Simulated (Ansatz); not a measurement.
SnO2:
```cif
data_O4Sn2
_chemical_formula_sum 'Sn2 O4'
_space_group_name_H-M_alt 'P 1'
_space_group_IT_number 1
_cell_length_a 4.72180
_cell_length_b 4.72329
_cell_length_c 3.19029
_cell_angle_alpha 90.000
_cell_angle_beta 90.000
_cell_angle_gamma 90.000
loop_
_space_group_symop_operation_xyz
  'x, y, z'
loop_
_atom_site_label
_atom_site_type_symbol
_atom_site_fract_x
_atom_site_fract_y
_atom_site_fract_z
_atom_site_occupancy
Sn1 Sn 0.50000 0.50000 0.50000 1
Sn2 Sn 0.00000 0.00000 0.00000 1
O1 O 0.30600 0.30614 0.00000 1
O2 O 0.69400 0.69386 0.00000 1
O3 O 0.80600 0.19386 0.50000 1
O4 O 0.19400 0.80614 0.50000 1
```

Relaxed with LDA.

**Question.** Which orbitals make up the states near the band edges in plane-wave PAW LDA (Ansatz code)?

**Answer.** Top 1 eV of the valence band: O 2p 98 %. Bottom 1 eV of the conduction band: Sn 5s 51 %, O 2s 28 %, O 2p 17 %. Projections are on Löwdin-orthogonalised atomic valence shells; empty p or d shells of many metals are not among them.

**Question.** Tabulate the density of states.

**Answer.** States/eV per cell of 6 atoms, in 0.25 eV bins, energy from the valence-band maximum.

| E (eV) | total | O 2p | Sn 5s | Sn 5p |
|---|---|---|---|---|
| -7.85 | 1.68 | 0.97 | 0.60 | 0.06 |
| -7.60 | 2.14 | 1.23 | 0.74 | 0.07 |
| -7.35 | 1.70 | 0.98 | 0.54 | 0.07 |
| -7.10 | 1.91 | 1.10 | 0.59 | 0.07 |
| -6.85 | 1.50 | 0.88 | 0.44 | 0.06 |
| -6.60 | 1.03 | 0.61 | 0.29 | 0.05 |
| -6.35 | 1.13 | 0.69 | 0.28 | 0.06 |
| -6.10 | 0.98 | 0.60 | 0.22 | 0.06 |
| -5.85 | 0.85 | 0.53 | 0.18 | 0.06 |
| -5.60 | 1.10 | 0.74 | 0.14 | 0.14 |
| -5.35 | 1.76 | 1.26 | 0.10 | 0.32 |
| -5.10 | 2.27 | 1.65 | 0.09 | 0.44 |
| -4.85 | 2.40 | 1.76 | 0.08 | 0.45 |
| -4.60 | 2.57 | 1.92 | 0.08 | 0.47 |
| -4.35 | 3.12 | 2.38 | 0.06 | 0.58 |
| -4.10 | 4.08 | 3.15 | 0.07 | 0.72 |
| -3.85 | 3.84 | 2.99 | 0.06 | 0.62 |
| -3.60 | 3.19 | 2.52 | 0.05 | 0.46 |
| -3.35 | 3.01 | 2.43 | 0.03 | 0.40 |
| -3.10 | 3.17 | 2.64 | 0.03 | 0.35 |
| -2.85 | 2.78 | 2.35 | 0.02 | 0.28 |
| -2.60 | 2.89 | 2.46 | 0.02 | 0.25 |
| -2.35 | 2.94 | 2.56 | 0.02 | 0.22 |
| -2.10 | 3.36 | 2.99 | 0.02 | 0.18 |
| -1.85 | 4.89 | 4.52 | 0.02 | 0.14 |
| -1.60 | 4.91 | 4.63 | 0.01 | 0.08 |
| -1.35 | 7.58 | 7.26 | 0.02 | 0.06 |
| -1.10 | 7.56 | 7.32 | 0.02 | 0.04 |
| -0.85 | 10.09 | 9.87 | 0.01 | 0.04 |
| -0.60 | 3.27 | 3.20 | 0.00 | 0.03 |
| -0.35 | 1.09 | 1.07 | 0.00 | 0.01 |
| -0.10 | 0.26 | 0.25 | 0.00 | 0.00 |
| 0.15 | 0.00 | 0.00 | 0.00 | 0.00 |
| 0.40 | 0.00 | 0.00 | 0.00 | 0.00 |
| 0.65 | 0.00 | 0.00 | 0.00 | 0.00 |
| 0.90 | 0.00 | 0.00 | 0.00 | 0.00 |
| 1.15 | 0.00 | 0.00 | 0.00 | 0.00 |
| 1.40 | 0.01 | 0.00 | 0.01 | 0.00 |
| 1.65 | 0.04 | 0.01 | 0.02 | 0.00 |
| 1.90 | 0.06 | 0.01 | 0.03 | 0.00 |
| 2.15 | 0.09 | 0.02 | 0.04 | 0.00 |
| 2.40 | 0.12 | 0.03 | 0.05 | 0.01 |
| 2.65 | 0.15 | 0.04 | 0.07 | 0.01 |
| 2.90 | 0.19 | 0.05 | 0.08 | 0.01 |
| 3.15 | 0.23 | 0.06 | 0.10 | 0.02 |
| 3.40 | 0.28 | 0.08 | 0.12 | 0.02 |
| 3.65 | 0.35 | 0.11 | 0.15 | 0.03 |
| 3.90 | 0.45 | 0.14 | 0.19 | 0.03 |
| 4.15 | 0.62 | 0.20 | 0.26 | 0.05 |
| 4.40 | 0.69 | 0.23 | 0.30 | 0.05 |
| 4.65 | 0.88 | 0.29 | 0.39 | 0.06 |
| 4.90 | 2.08 | 0.66 | 0.93 | 0.18 |
| 5.15 | 2.02 | 0.65 | 0.90 | 0.20 |
| 5.40 | 1.80 | 0.59 | 0.79 | 0.18 |
| 5.65 | 1.63 | 0.55 | 0.72 | 0.16 |
| 5.90 | 1.45 | 0.51 | 0.66 | 0.12 |

Space group P4_2/mnm (rutile). The LDA relaxation kept the symmetry of its start; of distortions, only those at the zone centre were tested. Scalar-relativistic: spin–orbit coupling is off unless named, which matters more the heavier the elements.

Potentials: the later of the program's two PAW sets.
